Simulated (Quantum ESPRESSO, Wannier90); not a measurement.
Wannier functions of BN (zinc blende)

```
begin unit_cell_cart
ang
    0.0000000000    1.8130000000    1.8130000000
    1.8130000000    0.0000000000    1.8130000000
    1.8130000000    1.8130000000    0.0000000000
end unit_cell_cart
begin atoms_frac
B    0.0000000000  0.0000000000  0.0000000000
N    0.2500000000  0.2500000000  0.2500000000
end atoms_frac
```

Cell from Materials Project (mp-1639), symmetrised, no further relaxation. COD (Crystallography Open Database) has the formula in 3 space groups, this one among them (matched by group alone). Level: LDA, no spin polarisation, no spin-orbit coupling; pw.x of Quantum ESPRESSO at 68 Ry with PseudoDojo potentials, 12×12×12 k-points, Wannier90. Density: 14×14×14 mesh, cold smearing 0.01 Ry.

A tight-binding model is made by disentanglement and projection with no localisation steps (num_iter = 0), so the 8 orbitals stay atom-like: hydrogen-like B: s;p; N: s;p, axes along x, y, z; frozen window up to 5.90 eV relative to the valence-band maximum. It follows pw.x to 20 meV rms for states up to 5.4 eV relative to the valence-band maximum. Matrix elements depend on this choice of orbitals and windows.

### Question
What are the on-site energies relative to the valence-band maximum, and how fast do the hoppings decay?

### Answer
```json
[
 {"atom": "B1", "orbitals": "s", "energy (eV)": "7.34"},
 {"atom": "B1", "orbitals": "pz px py", "energy (eV)": "6.85"},
 {"atom": "N2", "orbitals": "s", "energy (eV)": "-6.84"},
 {"atom": "N2", "orbitals": "pz px py", "energy (eV)": "0.24"}
]
```

```tsv
distance of the centres (Å)	largest modulus (eV)
1–2	3.3
2–3	0.92
3–4	0.17
4–5	0.044
5–6	0.060
6–7	0.0095
7–8	0.0059
8–9	0.0028
9–10	0.0029
10–11	0.0024
11–12	0.0016
```
